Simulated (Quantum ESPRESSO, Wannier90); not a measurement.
InCl (Cmcm), plane waves to Wannier functions

```
begin unit_cell_cart
ang
    4.3268700000    0.0000000000    0.0000000000
    0.0000000000    0.0000000000   -4.4337000000
   -2.1634350000    6.1076350000    0.0000000000
end unit_cell_cart
begin atoms_frac
In  -0.3903000000  0.2500000000  0.2194000000
In   0.3903000000 -0.2500000000 -0.2194000000
Cl   0.1595700000 -0.2500000000  0.3191400000
Cl  -0.1595700000  0.2500000000 -0.3191400000
end atoms_frac
```

Structure: Materials Project mp-571555, symmetrised, not relaxed again. Not found in the COD (Crystallography Open Database) copy used, which has the formula in other groups; not checked further. Computed values, not measurements, from PBEsol: Quantum ESPRESSO (norm-conserving PseudoDojo potentials, cutoff 56 Ry, spinors with spin-orbit coupling) on a Γ-centred 6×6×6 mesh, then Wannier90. Density: 8×8×8 mesh, cold smearing 0.01 Ry.

A tight-binding model is made by disentanglement and projection with no localisation steps (num_iter = 0), so the 32 orbitals stay atom-like: hydrogen-like In: s;p; Cl: s;p, axes along x, y, z; frozen window up to 2.53 eV relative to the valence-band maximum. It follows pw.x to 2.3 meV rms for states up to 2.0 eV relative to the valence-band maximum. Matrix elements depend on this choice of orbitals and windows. Bands 5–12 (In 4d 96 %), 13–24 (In 4d 98 %) lie between the kept ones and are excluded.

Q: What are the on-site energies relative to the valence-band maximum, and how fast do the hoppings decay?

A: 
```json
[
 {"atom": "In1", "orbitals": "s↑ s↓", "energy (eV)": "-2.74"},
 {"atom": "In1", "orbitals": "pz↑ pz↓", "energy (eV)": "3.47"},
 {"atom": "In1", "orbitals": "px↑ px↓", "energy (eV)": "3.22"},
 {"atom": "In1", "orbitals": "py↑ py↓", "energy (eV)": "3.69"},
 {"atom": "In2", "orbitals": "s↑ s↓", "energy (eV)": "-2.74"},
 {"atom": "In2", "orbitals": "pz↑ pz↓", "energy (eV)": "3.47"},
 {"atom": "In2", "orbitals": "px↑ px↓", "energy (eV)": "3.22"},
 {"atom": "In2", "orbitals": "py↑ py↓", "energy (eV)": "3.69"},
 {"atom": "Cl3", "orbitals": "s↑ s↓", "energy (eV)": "-14.95"},
 {"atom": "Cl3", "orbitals": "pz↑ pz↓ px↑ px↓", "energy (eV)": "-2.94"},
 {"atom": "Cl3", "orbitals": "py↑ py↓", "energy (eV)": "-2.92"},
 {"atom": "Cl4", "orbitals": "s↑ s↓", "energy (eV)": "-14.95"},
 {"atom": "Cl4", "orbitals": "pz↑ pz↓ px↑ px↓", "energy (eV)": "-2.94"},
 {"atom": "Cl4", "orbitals": "py↑ py↓", "energy (eV)": "-2.92"}
]
```

```csv
distance of the centres (Å),largest modulus (eV)
2–3,1.8
3–4,0.96
4–5,0.54
5–6,0.064
6–7,0.14
7–8,0.050
8–9,0.027
9–10,0.016
10–11,0.0024
11–12,0.0036
```
